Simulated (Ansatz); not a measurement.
CdS (wurtzite), relaxed and computed with several functionals in Ansatz (plane waves, PAW).

| functional | a (Å) | c (Å) | V (Å³/atom) | gap (eV) | B₀ by P(V) fit (GPa) |
|---|---|---|---|---|---|
| PBE | 4.197 | 6.828 | 26.04 | 1.11 | 53.2 |
| r²SCAN | 4.164 | 6.767 | 25.40 | 1.63 | 60.3 |
| HSE06 | 4.170 | 6.776 | 25.51 | 2.18 | 59.3 |

All cells were relaxed under the symmetry of their starts (and spin orders); stability against distortions was not tested throughout. Scalar-relativistic: spin–orbit coupling is off unless named, which matters more the heavier the elements.

Potentials: the later of the program's two PAW sets.

Ansatz (an electronic-structure program) is a plane-wave DFT program.
